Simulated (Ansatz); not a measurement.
CsSnI3:
```
CsSnI3
1.0
    8.68958     0.00000     0.00000
    0.00000     8.68958     0.00000
    0.00000     0.00000     6.28613
Cs Sn I
2 2 6
Direct
  0.00000   0.50000   0.00000
  0.50000   0.00000   0.00000
  0.50000   0.50000   0.50000
  0.00000   0.00000   0.50000
  0.79977   0.70023   0.50000
  0.20023   0.29977   0.50000
  0.29977   0.79977   0.50000
  0.70023   0.20023   0.50000
  0.50000   0.50000   0.00000
  0.00000   0.00000   0.00000
```

Relaxed with r²SCAN. Special points in fractions of this cell's reciprocal vectors: Γ (0.000, 0.000, 0.000); X (0.000, 0.500, 0.000); M (0.500, 0.500, 0.000); Z (0.000, 0.000, 0.500); R (0.000, 0.500, 0.500); A (0.500, 0.500, 0.500).

Task: List the band energies nearest the valence-band maximum at these points for plane-wave PAW r²SCAN with spin–orbit coupling (Ansatz code).

Result: In eV from the valence-band maximum; about four levels below and three above (degenerate sets whole), none deeper than 8.9 eV; points with the same levels are listed once.

```tsv
k	below	above
Γ	-1.93 -1.93 -0.77 -0.77	0.93 0.93 1.31 1.31
X	-1.82 -1.82 -1.82 -1.82	2.62 2.62 2.62 2.62
M	-1.61 -1.61 -1.61 -1.61	1.37 1.37 1.37 1.37
Z	-1.38 -1.38 0.00 0.00	0.35 0.35 0.77 0.77
R	-1.16 -1.16 -1.16 -1.16	0.94 0.94 0.94 0.94
A	-0.82 -0.82 -0.82 -0.82	0.83 0.83 0.83 0.83
```

Space group P4/mbm. The workflow started from a Materials Project entry (that database holds measured and hypothetical structures alike); the Crystallography Open Database files this formula in space group No. 127, but the cells were not matched. It is not the phase usual at ambient conditions (space group No. 62). Symmetry was held in the r²SCAN relaxation; its stability against distortions is not shown here.

Potentials: the later of the program's two PAW sets.
